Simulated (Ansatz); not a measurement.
A relaxed cell of C (Fd-3m (No. 227)), relaxed on a k-mesh at least as fine as the one used below. Computed with PBEsol (plane waves to 420 eV, PAW, scalar-relativistic; Ansatz, a program for electronic structure). Γ-centred k-mesh 11×6×11 on the run's cell (coarser than for final values), Fermi–Dirac smearing 0.05 eV.

```
CELL_PARAMETERS angstrom
      0.00000     1.77683     1.77683
      3.55365     0.00000     3.55365
      1.77683     1.77683     0.00000
ATOMIC_POSITIONS crystal
  C  0.50000 0.25000 0.50000
  C  0.50000 0.75000 0.50000
  C  0.75000 0.37500 0.75000
  C  0.75000 0.87500 0.75000
```

The atoms are displaced by (Å):

```tsv
atom	ux	uy	uz
C1	-0.016	0.112	-0.044
C2	0.037	0.054	-0.025
C3	-0.071	-0.054	0.021
C4	0.065	0.039	0.057
```

Q: What forces (eV/Å) and pressure result?

A: 
```csv
atom,Fx,Fy,Fz
C1,1.13,-6.32,3.03
C2,-0.40,-0.40,1.93
C3,2.21,4.37,-0.55
C4,-2.93,2.35,-4.41
```

Pressure +9.1 GPa.

Q: Estimate the energy cost of the displacement in the harmonic approximation and compare with the calculation.

A: For a harmonic well ΔE = −½ Σ F·u = 0.847 eV a cell, or 212 meV/atom. The calculated energy relative to the undisplaced cell is +215 meV/atom, so the harmonic estimate holds well.

No spin polarisation in the result.

The run that gave the undisplaced cell could not lose the symmetry of its start; a randomly shaken copy of 4 atoms returns to this structure.
